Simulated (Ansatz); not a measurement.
**SiNi at a changed volume: ⁶¹Ni nuclear quadrupole resonance**

Cell: a diffraction structure from the COD, relaxed with PBE at fixed cell and then changed (volume scaled by 0.96, ions relaxed).

```cif
data_SiNi
_symmetry_space_group_name_H-M 'Pnma'
_symmetry_Int_Tables_number 62
_cell_length_a 5.1032
_cell_length_b 3.2930
_cell_length_c 5.5291
_cell_angle_alpha 90.000
_cell_angle_beta 90.000
_cell_angle_gamma 90.000
loop_
_atom_site_label
_atom_site_type_symbol
_atom_site_symmetry_multiplicity
_atom_site_Wyckoff_symbol
_atom_site_fract_x
_atom_site_fract_y
_atom_site_fract_z
Si Si 4 c 0.3229 0.7500 0.0835
Ni Ni 4 c 0.0098 0.2500 0.1861
```

One atom of each set is listed.

Level of theory: DFT, PBE, plane waves and PAW, scalar-relativistic, collinear spin, 420 eV cutoff, Γ-centred 9×14×9 k-points, Fermi–Dirac smearing 0.05 eV (Ansatz 0.2.0). Start moments as typed (μB): 1.5 on each Ni, none on the rest.

⁶¹Ni: I = 3/2, Q = 162.0 mb (year-2017 value). Static lattice, zero field.

**Question.** Predict the zero-field ⁶¹Ni lines of each site.

**Answer.** For I = 3/2 there is one line, ν = (|C_Q|/2)(1 + η²/3)^½.

```
site  atoms  V_zz (10²¹ V/m²)  C_Q (MHz)     η  line frequencies (MHz)
  Ni      4             -0.63      -2.46  0.87                    1.38
```

The run finds no gap above 0.1 eV (a metal, or nearly one), so the gradients can move by 10 % or more with the k-mesh. With these PAW files V_zz is typically within 2 to 3 % of all-electron values, but misses above 10 % occur on Ni. At this changed cell the PBE pressure is 10 GPa. The start moments die out, and the run ends without spin.

The relaxation (3 steps) took 8.2 min of wall time (8.3 min of CPU time) and 1.9 GiB at its peak, on 1 thread of Intel Xeon Platinum 8259CL CPU @ 2.50GHz (Skylake/Cascade Lake) (x86_64; 16 cores open to the job, memory cap 3.0 GiB, no GPU), a shared host with a load of 0.5 a core.
